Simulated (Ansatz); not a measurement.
**Computed properties of Sr₂MoO₄**

Sr2MoO4:
```yaml
crystal:
  lattice:
    - [-1.93910, 1.93910, 6.39734]
    - [1.93910, -1.93910, 6.39734]
    - [1.93910, 1.93910, -6.39734]
  atoms:
    - { symbol: Sr, position: [0.35128, 0.35128, 0.00000] }
    - { symbol: Sr, position: [0.64872, 0.64872, 0.00000] }
    - { symbol: Mo, position: [0.00000, 0.00000, 0.00000] }
    - { symbol: O, position: [0.50000, 0.00000, 0.50000] }
    - { symbol: O, position: [0.00000, 0.50000, 0.50000] }
    - { symbol: O, position: [0.83629, 0.83629, 0.00000] }
    - { symbol: O, position: [0.16371, 0.16371, 0.00000] }
```

Space group I4/mmm (No. 139); conventional cell a = 3.878 Å, b = 3.878 Å, c = 12.795 Å, α = 90.00°, β = 90.00°, γ = 90.00°.

Method: DFT-PBEsol in the program Ansatz with PAW potentials. The cell and atoms are relaxed at this level. Other levels are named where they apply.

### Cell and energy

Volume per atom: 13.75 Å³
Density: 5.78 g/cm³
Formation energy from the elements (no fitted shifts): -2.55 eV/atom

### Electronic structure

Electronic character: metallic (no gap)
Density of states at the Fermi level: 0.34 states/eV per atom (mean over ±0.08 eV)
Gap with spin–orbit coupling: none (metallic)

### Mechanics

* **Bulk modulus (Birch–Murnaghan fit)**: 150 GPa
* **Pressure derivative B′**: 4.7
* **Elastic constants (relaxed ions, GPa)**: C11 = 317, C12 = 69.6, C13 = 88.8, C33 = 239, C44 = 60.7, C66 = 54.8
* **Mechanical stability**: stable (all eigenvalues of C positive)
* **Hill bulk and shear moduli**: 151 and 73.6 GPa
* **Young's modulus**: 190 GPa
* **Poisson's ratio**: 0.29
* **Debye temperature from the elastic constants**: 495 K

### Phonons

- Highest zone-centre frequency = 698 cm^-1
- Zone-centre stability = no imaginary mode at Γ

The workflow started from a Materials Project entry (that database holds measured and hypothetical structures alike); the Crystallography Open Database copy checked does not list it. Whether it is the stable phase at ambient conditions was not checked. Symmetry was held in the PBEsol relaxation. The run is not spin-polarised. No Hubbard U is applied. As this level gives no gap, shear constants depend on the k-mesh and smearing (Fermi–Dirac, 0.1 eV here). As this level gives no gap, phonon frequencies hold no LO–TO term and depend on the k-mesh and smearing (Fermi–Dirac, 0.1 eV here). On the denser mesh and wider smearing of the elastic run this cell carries a stress of 0.3 GPa. The references are the lowest solids computed at this level, not always the standard phases (solids in place of the gases). Spin–orbit coupling is left out wherever it is not named.

Potentials: the later of the program's two PAW sets.
